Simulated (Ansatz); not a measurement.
The start is a generated cell, Ti built in the hcp structure type. The cell and all atomic positions are relaxed at zero pressure with r2SCAN (plane waves to 500 eV, PAW, scalar-relativistic; Ansatz, a program for electronic structure). First-step values are on the input's coarse k-mesh.

Ansatz input (later rounds restart from its end on a renewed k-mesh):
Ansatz 0.2 input:
```yaml
crystal:
  lattice:
    - [2.95, 0, 0]
    - [-1.475, 2.554775, 0]
    - [0, 0, 4.6846]
  atoms:
    - { symbol: Ti, position: [0.33333333, 0.66666667, 0.75] }
    - { symbol: Ti, position: [0.66666667, 0.33333333, 0.25] }
basis: { ecutwfc: 500, ecutrho_ratio: 4, xc_grid: 4, fft_grid_basis: typed }
kpoints: { mp_grid: { grid: [13, 13, 7] } }
hamiltonian:
  xc: r2scan
  dispersion: none
  pseudopotentials: { kind: paw }
scf: { occupations: { method: fermi_dirac, width: 0.05 } }
relax: { f_tol: 0.01, max_steps: 100, cell: { stress_tol: 0.02 } }
output: { forces: true, stress: true }
```

### Question
By how much does the energy per atom fall from start to end?

### Answer
Under 0.01 eV/atom.

### Question
How does the volume per atom move from start to end?

### Answer
-2.0 %, from 17.65 to 17.30 Å³/atom.

### Question
What does it relax into? Give the structure.

### Answer

Space group P6₃/mmc (No. 194); a = b = 2.9359 Å, c = 4.6364 Å, α = β = 90.00°, γ = 120.00°

```
atom  site  symmetry       x       y       z
----  ----  --------  ------  ------  ------
Ti      2d      -6m2  0.6667  0.3333  0.2500
```

The space group stays P6₃/mmc (No. 194) (the run could not lower it); the end is hcp (Mg type), with 2 atoms in the primitive cell. Final values are on a 18×18×10 k-mesh of the relaxed cell. No spin polarisation in the result.

The run could not lose the symmetry of its start; a randomly shaken copy of 2 atoms returns to this structure.

All atoms sit on sites fixed by symmetry, so only the cell could relax.
